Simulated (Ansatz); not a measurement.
Ru (simple cubic, Pm-3m) at seven volumes, PBEsol (plane waves, PAW; program Ansatz), scaled uniformly. One row is withheld.

| V (Å³/atom) | P (GPa) |
|---|---|
| 13.882 | 29.16 |
| 14.340 | 17.74 |
| 14.797 | ? |
| 15.255 | -0.01 |
| 15.713 | -6.86 |
| 16.170 | -12.62 |
| 16.628 | -17.46 |

Fit the shown pressures and predict the withheld one.

P = (3/2)B₀(x^(7/2) − x^(5/2))[1 + (3/4)(B′ − 4)(x − 1)] with x = (V₀/V)^(2/3). Least squares on the six rows gives V₀ = 15.254 Å³/atom, B₀ = 248 GPa, B′ = 4.69. At V = 14.797, x = 1.0205 and P = 8.10 GPa. The run itself gave 8.11 GPa.

A made-up cell: these elements were put on the sites of a structure type; neither database checked (COD, Materials Project) lists it. It is not the phase usual at ambient conditions (space group No. 194). The cell was relaxed with PBEsol under the symmetry of its start; its stability against distortions is not shown here. The run is not spin-polarised.

Potentials: the later of the program's two PAW sets.
